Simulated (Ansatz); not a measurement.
# Generalised stacking-fault energy along a line for ZnSe (zinc blende)

ZnSe (zinc blende) is sheared across one {111} plane, shuffle cut: the third cell vector gains the shift, so faults repeat every 9.9 Å. The cut lies between planes 2.48 Å apart; the cell height is held.

```yaml
crystal:
  lattice:
    - [4.05385, 0.00000, 0.00000]
    - [2.02692, 3.51073, 0.00000]
    - [0.00000, 0.00000, 9.92986]
  atoms:
    - { symbol: Se, position: [0.66667, 0.66667, 0.87500] }
    - { symbol: Se, position: [0.33333, 0.33333, 0.20833] }
    - { symbol: Se, position: [0.00000, 0.00000, 0.54167] }
    - { symbol: Zn, position: [0.00000, 0.00000, 0.79167] }
    - { symbol: Zn, position: [0.66667, 0.66667, 0.12500] }
    - { symbol: Zn, position: [0.33333, 0.33333, 0.45833] }
```

In-plane vectors a = (4.054, 0.000) Å, b = (2.027, 3.511) Å, area 14.23 Å². The shift is s times the vector a + b (length 7.021 Å), so s = 1 restores the start. Atoms relax along the normal only. γ = [E(shift) − E(0)] / area.

All values below come from PBE (plane waves to 420 eV, PAW, scalar-relativistic; Ansatz, a first-principles code). k mesh 8×8×3 (Γ-centred), Fermi-Dirac smearing 0.05 eV. E is the zero-smearing estimate. Stress and pressure are positive under compression. Faults lie only 9.9 Å apart, and holding the cell height raises γ above its relaxed value. ZnSe was relaxed with its symmetry unable to fall. The zero of γ is zero shift.

```tsv
s	γ·area (meV/cell)	σ normal to the fault (GPa)
0.000	0	0.0
0.083	97	-0.1
0.167	401	0.2
0.250	794	1.9
0.333	943	2.9
0.417	847	2.2
0.500	692	0.7
0.583	632	-0.4
0.667	649	-0.5
0.750	564	-0.7
0.833	313	-0.7
0.917	86	-0.2
```

Derived quantities:

| Quantity | Value |
|---|---|
| Highest computed γ on the line | 1062 mJ/m² |
| Position of the highest point | s = 0.333 |
| Local minima between the ends | s = 0.583 |
| γ at the local minimum along the line, s = 0.583 | 712 mJ/m² |
| Steepest slope dγ/d(shift) before the first maximum (spline) | 8.1 GPa |

(The slope of γ gives the shear force per area between the displaced halves; near zero shift its curvature is an elastic stiffness.)
